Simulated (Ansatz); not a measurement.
LiNbO3:
```
LiNbO3
1.0
    2.60435     1.50362     4.73880
   -2.60435     1.50362     4.73880
    0.00000    -3.00724     4.73880
Li Nb O
2 2 6
Cartesian
  0.00000   0.00000   5.07134
  0.00000   0.00000   9.14507
  0.00000   0.00000   2.04311
  0.00000   0.00000  12.17330
 -0.90162  -1.70628   8.21401
  0.90162   1.70628   6.00241
 -1.02688   1.63397   8.21401
  1.02688  -1.63397   6.00241
  1.92850   0.07232   8.21401
 -1.92850  -0.07232   6.00241
```

Tensor components refer to the Cartesian frame of this cell.

### Question
Give the high-frequency dielectric tensor and the Born effective charge tensors of the independent atoms from DFPT, the program Ansatz at the r²SCAN level (PAW).

### Answer

ε∞:
```
4.66  0.00  0.00
0.00  4.66  0.00
0.00  0.00  3.14
```
Z* of atom 1 (Li), rows: field, columns: displacement, in e:
```
 1.23  -0.01   0.00
 0.01   1.23   0.00
 0.00   0.00   1.49
```
Z* of atom 3 (Nb), rows: field, columns: displacement, in e:
```
 6.68  -0.15   0.00
 0.15   6.68   0.00
 0.00   0.00   3.06
```
Z* of atom 5 (O), rows: field, columns: displacement, in e:
```
-3.56   0.98  -0.22
 0.88  -1.72  -0.28
-0.29  -0.29  -1.52
```

Static charges for comparison (Bader): Li1 +0.92, Nb3 +2.81, O5 -1.24 e. Born charges measure polarisation by displacement and can exceed these by far.

Space group R-3. The first step of the workflow began from a Materials Project structure, measured or hypothetical; the Crystallography Open Database files this formula in space group No. 148, but the cells were not matched. It is not the phase usual at ambient conditions (space group No. 161). The cell was relaxed with r²SCAN under the symmetry of its start; its stability against distortions is not shown here. No spin polarisation was allowed. Scalar-relativistic: spin–orbit coupling is off unless named, which matters more the heavier the elements.

Potentials: the earlier of the program's two PAW sets. The files were generated under PBE; for other functionals the program regenerates the frozen cores, and for LDA and PBEsol the local potential too.
